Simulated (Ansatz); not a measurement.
Consider the following.

C:
Space group I4₁/amd, origin choice 1 (No. 141); a = 2.5287 Å, b = 2.5287 Å, c = 8.6202 Å, α = 90.00°, β = 90.00°, γ = 90.00°

```
atom  site  symmetry       x       y       z
----  ----  --------  ------  ------  ------
C       8e      2mm.  0.0000  0.0000  0.4138
```
(The calculation used a cell of 4 atoms; values per cell refer to that cell.)

This is the r²SCAN-relaxed structure.

### Question
All from r²SCAN (plane waves, PAW; program Ansatz), unless another level is named. Estimate the electronic character.

### Answer
metallic (no gap).

### Question
And the density of states at the Fermi level?

### Answer
0.13 states/eV per atom (mean over ±0.08 eV).

Space group I4_1/amd. The start of the workflow was typed in or built on a structure type; the Crystallography Open Database files this formula in space group No. 141, but the cells were not matched. It is not the phase usual at ambient conditions (space group No. 194, 227). The cell was relaxed with r²SCAN under the symmetry of its start; whether a distortion lowers the energy is not shown.

Potentials: the earlier of the program's two PAW sets.
